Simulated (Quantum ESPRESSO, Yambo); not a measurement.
**Levels of theory for the gap of PtSe2 monolayer**

A free-standing PtSe2 monolayer (symmetry P-3m1, slab cell 15.6 Å high): one geometry, one set of PBE (stringent potentials; pw.x of Quantum ESPRESSO, ONCV potentials, no spin-orbit coupling) orbitals, self-energies from Yambo (6×6×1 Γ-centred k mesh, bands 23 to 142 and a 6 Ry block in the screening, 142 bands in G with the Bruneval-Gonze terminator, plasmon pole fitted at 27.2 eV, slab-truncated Coulomb interaction, stochastic integration of W near q = 0).

The layer was cut from Materials Project entry mp-1115 and relaxed with PBE+D3(BJ) in a cell 15.6 Å high, with the Coulomb interaction truncated along z.

| level | gap Γ → (0, 0.167) (eV) | direct gap at (0, 0.167) (eV) | rough Yambo cost |
|---|---|---|---|
| PBE (Quantum ESPRESSO) | 1.64 | 1.71 | – |
| exchange only (Hartree-Fock self-energy on PBE orbitals) | 6.21 | 6.66 | about 1/5 (8 states) |
| G0W0@PBE, plasmon pole | 2.61 | 2.65 | 1 (8 states) |

Bare exchange has no screening and gives the widest gap. The mesh misses a band edge: along a dense path the PBE gap is 1.37 eV against 1.64 eV on the mesh.

Costs are rough ratios of core time on shared machines.

Convergence of the G0W0 settings was not tested.

Without spin-orbit coupling, band edges of such heavy elements can be off by tenths of an eV.
